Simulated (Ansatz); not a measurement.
Input:

RbCl (rock salt, Fm-3m), a = b = c = 6.5429 Å, α = β = γ = 90.00°; the cell used has 2 atoms.

This is the PBEsol-relaxed structure.

Problem. All from DFT-PBEsol in the program Ansatz with PAW potentials, unless another level is named. Predict the hole effective mass with spin–orbit coupling, band 2 of 2 at the edge.

Solution. 0.88 along [100], 1.0 along [110], 1.1 along [111] (mₑ).

Problem. Give the hole effective mass with spin–orbit coupling, band 1 of 2 at the edge.

Solution. 7.9 along [100], 3.4 along [110], 2.7 along [111] (mₑ).

Problem. What about the weight of the conduction-edge state by species (Voronoi cells)?

Solution. Rb 53 %, Cl 47 %.

Problem. And the valence-band maximum?

Solution. at Γ.

The PBEsol relaxation kept the symmetry of its start. Spin–orbit coupling is left out wherever it is not named.

Potentials: the later of the program's two PAW sets.

Edges and masses are those of Kohn–Sham bands, whose gap is no quasiparticle gap.
